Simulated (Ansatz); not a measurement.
C in space group I4/mmm (No. 139; C on 8h) at seven volumes, DFT-PBEsol in the program Ansatz with PAW potentials, shape and atoms relaxed at each. One row is withheld.

```json
[
 {"V (Å³/atom)": "5.394", "P (GPa)": "46.51"},
 {"V (Å³/atom)": "5.572", "P (GPa)": "28.78"},
 {"V (Å³/atom)": "5.749", "P (GPa)": "13.38"},
 {"V (Å³/atom)": "5.927", "P (GPa)": "0.00"},
 {"V (Å³/atom)": "6.105", "P (GPa)": "-11.63"},
 {"V (Å³/atom)": "6.283", "P (GPa)": "-21.74"},
 {"V (Å³/atom)": "6.461", "P (GPa)": "?"}
]
```

### Question
Fit the shown pressures and predict the withheld one.

### Answer
Third-order Birch–Murnaghan: P = (3/2)B₀(x^(7/2) − x^(5/2))[1 + (3/4)(B′ − 4)(x − 1)] with x = (V₀/V)^(2/3). Least squares on the six rows gives V₀ = 5.927 Å³/atom, B₀ = 415.3 GPa, B′ = 3.68. At V = 6.461, x = 0.9441 and P = -30.56 GPa. The run itself gave -30.53 GPa.

The start of the workflow was typed in or built on a structure type; the Crystallography Open Database copy checked does not list it. It is not the phase usual at ambient conditions (space group No. 194, 227). The PBEsol relaxation kept the symmetry of its start; whether a distortion lowers the energy is not shown.

Potentials: the earlier of the program's two PAW sets. The files were generated under PBE; for other functionals the program regenerates the frozen cores, and for LDA and PBEsol the local potential too.
